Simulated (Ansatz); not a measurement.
Input for Ansatz (plane-wave DFT, PAW):

```yaml
crystal:
  lattice:
    - [4.9009428, 0.0, 0.1784016]
    - [0.0, 5.493596, 0.0]
    - [0.157869419, 0.0, 4.98766936]
  atoms:
    - { symbol: Mg, position: [0.5, 0.3125836466, 0.75] }
    - { symbol: Mg, position: [0.5, 0.6874163534, 0.25] }
    - { symbol: W, position: [0.0, 0.8547380591, 0.75] }
    - { symbol: W, position: [0.0, 0.1452619409, 0.25] }
basis:
  ecutwfc: 420
kpoints:
  mp_grid: { grid: [10, 8, 8] }
hamiltonian:
  xc: pbe
scf:
  occupations: { method: gaussian, width: 0.1 }
output:
  forces: true
  stress: true
  eigenvalues: true
  populations: true
```

It can be run as
```bash
ansatz run input.yaml --threads 1 --pin off --backend cpu --events-out ev --progress --plain --runs-dir out  # memory cap (--max-ram) not shown
```

Computed with DFT PBE, scalar-relativistic, plane waves, PAW (Ansatz 0.2.0).

Abridged output (final results; tables in files aren't shown):

```
SCF 1 converged in 7 iterations: F = -24608.077400 eV  dr2 = 1.35e-8
SCF converged after 7 iterations
Free energy (F): -24608.077400 eV
Harris-Foulkes:  -24608.077400 eV  (|F-HF|=2.48e-9)
Internal energy: -24608.058786 eV  (E = F + TS)
E sigma→0 (E₀):  -24608.068093 eV
Entropy (-TS):   -0.018614 eV (-4.653 meV/atom)
Fermi energy:    5.482533 eV
--- Per-component energies (eV) ---
  E_band       = -1335.465322
  E_kinetic    = 1016.455555
  E_local      = -5996.662397  (includes V_loc(G=0)·N_el)
  E_nonlocal   = 198.163035
  E_hartree    = 2141.188779
  E_xc         = -572.145293
  E_vxc        = -526.226602  (∫ρ·V_xc dr)
  E_paw        = -17711.402712  (= ΣΔE_a)
  E_vpaw       = -309.571369  (= ΣTr[D̂ρ^β])
  E_aug_tail   = -0.000124  (compensation charges beyond the density's cutoff)
  E_ewald      = -3683.655629
  E_smearing   = -0.018614  (= −TS)
--- Forces (eV/Å), atoms counted from 1 ---
  atom   1  Mg     0.00000000    -0.77885059     0.00000000
  atom   2  Mg     0.00000000     0.77885059     0.00000000
  atom   3  W      0.00000000     2.26158994     0.00000000
  atom   4  W      0.00000000    -2.26158994     0.00000000
--- Stress (GPa, compression-positive) ---
      -15.196500       0.000000      -0.844411
        0.000000     -17.132853       0.000000
       -0.844411       0.000000     -25.120411
  P = ⅓ Tr σ = -19.1499 GPa (-191.499 kbar)
--- Band table (eV; the first three rows and the last of 210) ---
  k-point 0: bands = ["-70.6483", "-70.6475", "-68.7103", "-68.6906", "-37.4161", "-37.4087", "-37.4053", "-37.4004", "-37.3896", "-37.3886", "-32.9758", "-32.9408", "-32.8754", "-32.8205", "-32.7911", "-32.5644", "0.2473", "3.8948", "4.1237", "4.6832", "4.8164", "5.0082", "5.0180", "5.2989", "5.7807", "6.7054", "6.7116", "6.8524", "6.9385"]
  k-point 1: bands = ["-70.6482", "-70.6475", "-68.7095", "-68.6914", "-37.4159", "-37.4094", "-37.4047", "-37.4005", "-37.3896", "-37.3887", "-32.9744", "-32.9421", "-32.8764", "-32.8390", "-32.7661", "-32.5700", "0.3579", "3.8212", "4.1824", "4.6126", "4.7942", "4.9069", "4.9751", "5.2627", "5.8472", "6.3995", "6.5710", "6.7095", "7.3794"]
  k-point 2: bands = ["-70.6482", "-70.6476", "-68.7074", "-68.6935", "-37.4154", "-37.4108", "-37.4037", "-37.4007", "-37.3895", "-37.3888", "-32.9706", "-32.9459", "-32.8788", "-32.8597", "-32.7268", "-32.5864", "0.6852", "3.5366", "4.1010", "4.3201", "4.7151", "4.8623", "5.1306", "5.1519", "5.9815", "6.1599", "6.4806", "6.7408", "7.3591"]
  k-point 209: bands = ["-70.6479", "-70.6479", "-68.7005", "-68.7005", "-37.4136", "-37.4136", "-37.4017", "-37.4017", "-37.3892", "-37.3892", "-32.9587", "-32.9587", "-32.8801", "-32.8801", "-32.6458", "-32.6458", "3.2346", "3.2346", "3.6222", "3.6222", "4.8290", "4.8290", "5.1228", "5.1228", "5.8051", "5.8051", "5.9594", "5.9594", "6.9336"]
--- Löwdin populations: 4 sites ---
  site symbol q [e]
     0     Mg      9.1570
     1     Mg      9.1570
     2      W     14.3229
     3      W     14.3229
  spilling = 0.021670 (of n_electrons = 48.000000)
```

Self-consistency was reached.

Spin–orbit coupling is left out, which can shift energies with elements as heavy as these.